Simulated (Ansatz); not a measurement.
Simulated powder pattern, neutron, λ = 1.5401 Å (kinematic, ideal powder, no thermal factors, coherent scattering alone; the 30 strongest lines at most, above 1 %, up to 2θ = 90°):

```
2θ (°)  I/Imax (%)
------  ----------
26.70           20
28.64          5.3
30.84          1.7
33.85          100
47.15          6.9
48.37          2.0
50.06           50
51.89           47
55.01           48
59.96          1.4
64.25           13
64.40          2.9
64.61           34
70.86          7.4
73.30          1.1
75.32          6.9
76.25          2.1
79.01           52
83.42          6.1
87.70          2.9
89.55           52
89.88           46
```

The pattern belongs to a structure relaxed with plane-wave PAW PBE (Ansatz code).

Task: Which of these materials gives this?
A) BP, CsCl type
B) AlP, P6_422 (Al on 3c, P on 3d)
C) Al2Cu, I4/mcm (Cu on 4a, Al on 8h)
D) AlN, Pm-3n (Al on 6d, N on 6c)

Result: B, AlP, P6_422 (Al on 3c, P on 3d)

Task: Give the lattice parameters.

Result: a = 3.851 Å, c = 8.689 Å.

The start of the workflow was typed in or built on a structure type; neither database checked (COD, Materials Project) lists it. It is not the phase usual at ambient conditions (space group No. 216). The PBE relaxation kept the symmetry of its start; whether a distortion lowers the energy is not shown.

Potentials: the earlier of the program's two PAW sets.
